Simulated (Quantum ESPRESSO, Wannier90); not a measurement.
# AgI (P4/nmm), plane waves to Wannier functions

Materials Project entry mp-567809; symmetrised, unrelaxed at this level. Not found in the COD (Crystallography Open Database) copy used, which has the formula in other groups; not checked further. Level: PBEsol, spinors with spin-orbit coupling; pw.x of Quantum ESPRESSO at 66 Ry with PseudoDojo potentials, 6×6×4 k-points, Wannier90. Density: 8×8×6 mesh, cold smearing 0.01 Ry. The cell is built of weakly bound layers, chains or molecules, whose nearest atoms lie 4.31 Å apart. Database cells relaxed without dispersion often hold them too far apart, which can enlarge gaps and weakens couplings between them; spacing and stacking were not compared with the measured crystal.

On the energy scale of pw.x, whose zero is arbitrary, the valence-band maximum lies at 5.95 eV.

Input w.win:

```
num_bands = 4
num_wann = 4
exclude_bands = 1-4,9-78
spinors = true
num_iter = 1000
conv_tol = 1.0e-6
conv_window = 4
write_hr = true
write_u_matrices = true
auto_projections = true
begin unit_cell_cart
ang
    4.4713900000    0.0000000000    0.0000000000
    0.0000000000    4.4713900000    0.0000000000
    0.0000000000    0.0000000000    6.6454000000
end unit_cell_cart
begin atoms_frac
Ag   0.0000000000  0.0000000000  0.0000000000
Ag   0.5000000000  0.5000000000  0.0000000000
I    0.0000000000  0.5000000000 -0.2791800000
I    0.5000000000  0.0000000000  0.2791800000
end atoms_frac
mp_grid = 6 6 4
begin kpoints
0.0000000000 0.0000000000 0.0000000000
0.0000000000 0.0000000000 0.2500000000
0.0000000000 0.0000000000 0.5000000000
... (141 more lines: the 6x6x4 mesh through Gamma)
end kpoints
```

Input of pw2wannier90.x that gives the overlap and projection files (equivalent; here they were cut from one run over all bands):

```
&inputpp
  outdir = './out'
  prefix = 'pwscf'
  seedname = 'w'
  write_amn = .true.
  write_mmn = .true.
  scdm_proj = .true.
  scdm_entanglement = 'isolated'
/
```

Output w.wout (banner and timings cut):

```
                                    ------
                                    SYSTEM
                                    ------

                              Lattice Vectors (Ang)
                    a_1     4.471390   0.000000   0.000000
                    a_2     0.000000   4.471390   0.000000
                    a_3     0.000000   0.000000   6.645400

                   Unit Cell Volume:     132.86367  (Ang^3)

                        Reciprocal-Space Vectors (Ang^-1)
                    b_1     1.405197   0.000000   0.000000
                    b_2     0.000000   1.405197   0.000000
                    b_3     0.000000   0.000000   0.945494

 *----------------------------------------------------------------------------*
 |   Site       Fractional Coordinate          Cartesian Coordinate (Ang)     |
 +----------------------------------------------------------------------------+
 | ag   1   0.00000   0.00000   0.00000   |    0.00000   0.00000   0.00000    |
 | ag   2   0.50000   0.50000   0.00000   |    2.23570   2.23570   0.00000    |
 | i    1   0.00000   0.50000  -0.27918   |    0.00000   2.23570  -1.85526    |
 | i    2   0.50000   0.00000   0.27918   |    2.23570   0.00000   1.85526    |
 *----------------------------------------------------------------------------*
                                ------------
                                K-POINT GRID
                                ------------

             Grid size =  6 x  6 x  4      Total points =  144

 *---------------------------------- MAIN ------------------------------------*
 |  Number of Wannier Functions               :                 4             |
 |  Number of Objective Wannier Functions     :                 4             |
 |  Number of input Bloch states              :                 4             |
 |  Output verbosity (1=low, 5=high)          :                 1             |
 |  Timing Level (1=low, 5=high)              :                 1             |
 |  Optimisation (0=memory, 3=speed)          :                 3             |
 |  Length Unit                               :               Ang             |
 |  Post-processing setup (write *.nnkp)      :                 F             |
 |  Using Gamma-only branch of algorithms     :                 F             |
 *----------------------------------------------------------------------------*
 *------------------------------- WANNIERISE ---------------------------------*
 |  Total number of iterations                :              1000             |
 |  Number of CG steps before reset           :                 5             |
 |  Trial step length for line search         :             2.000             |
 |  Convergence tolerence                     :         0.100E-05             |
 |  Convergence window                        :                 4             |
 |  Iterations between writing output         :                 1             |
 |  Iterations between backing up to disk     :               100             |
 |  Write r^2_nm to file                      :                 F             |
 |  Write xyz WF centres to file              :                 F             |
 |  Write on-site energies <0n|H|0n> to file  :                 F             |
 |  Use guiding centre to control phases      :                 F             |
 |  Use phases for initial projections        :                 F             |
 *----------------------------------------------------------------------------*
 *-------------------------------- PLOTTING ----------------------------------*
 |  Plotting Hamiltonian in WF basis          :                 T             |
 *----------------------------------------------------------------------------*

       ... (k-mesh section left out)

 Starting a new Wannier90 calculation ...

 Reading overlaps from w.mmn

 Reading projections from w.amn

 *------------------------------- WANNIERISE ---------------------------------*
 +--------------------------------------------------------------------+<-- CONV
 | Iter  Delta Spread     RMS Gradient      Spread (Ang^2)            |<-- CONV
 +--------------------------------------------------------------------+<-- CONV

 ------------------------------------------------------------------------------
 Initial State
  WF centre and spread    1  ( -0.000000, -0.000000, -0.000000 )     0.30493322
  WF centre and spread    2  ( -2.235695,  2.235695,  0.000000 )     0.30493195
  WF centre and spread    3  (  2.235695, -2.235695,  0.000000 )     0.30492781
  WF centre and spread    4  (  0.000000,  0.000000, -0.000000 )     0.30492634
  Sum of centres and spreads (  0.000000, -0.000000, -0.000000 )     1.21971931

      0     0.122E+01     0.0000000000        1.2197193068  <-- CONV
        O_D=      0.0000001 O_OD=      0.0000191 O_TOT=      1.2197193 <-- SPRD
 ------------------------------------------------------------------------------
      1    -0.827E-05     0.0024334433        1.2197110348  <-- CONV
        O_D=      0.0000008 O_OD=      0.0000101 O_TOT=      1.2197110 <-- SPRD
      2    -0.896E-05     0.0040481582        1.2197020741  <-- CONV
        O_D=      0.0000003 O_OD=      0.0000016 O_TOT=      1.2197021 <-- SPRD
      3    -0.158E-05     0.0023224570        1.2197004960  <-- CONV
        O_D=      0.0000001 O_OD=      0.0000003 O_TOT=      1.2197005 <-- SPRD
      4    -0.256E-06     0.0008923802        1.2197002395  <-- CONV
        O_D=      0.0000000 O_OD=      0.0000001 O_TOT=      1.2197002 <-- SPRD
      5    -0.583E-07     0.0003956174        1.2197001812  <-- CONV
        O_D=      0.0000000 O_OD=      0.0000000 O_TOT=      1.2197002 <-- SPRD
      6    -0.134E-07     0.0001922701        1.2197001678  <-- CONV
        O_D=      0.0000000 O_OD=      0.0000000 O_TOT=      1.2197002 <-- SPRD
      7    -0.272E-08     0.0000945485        1.2197001651  <-- CONV
        O_D=      0.0000000 O_OD=      0.0000000 O_TOT=      1.2197002 <-- SPRD
             <<<     Delta < 1.000E-06  over  4 iterations     >>>
             <<< Wannierisation convergence criteria satisfied >>>
 Final State
  WF centre and spread    1  ( -0.000000,  0.000000, -0.000000 )     0.30492501
  WF centre and spread    2  ( -2.235695,  2.235695,  0.000000 )     0.30492508
  WF centre and spread    3  (  2.235695, -2.235695,  0.000000 )     0.30492508
  WF centre and spread    4  (  0.000000, -0.000000, -0.000000 )     0.30492501
  Sum of centres and spreads (  0.000000, -0.000000, -0.000000 )     1.21970017

         Spreads (Ang^2)       Omega I      =     1.219700157
        ================       Omega D      =     0.000000001
                               Omega OD     =     0.000000008
    Final Spread (Ang^2)       Omega Total  =     1.219700165
```
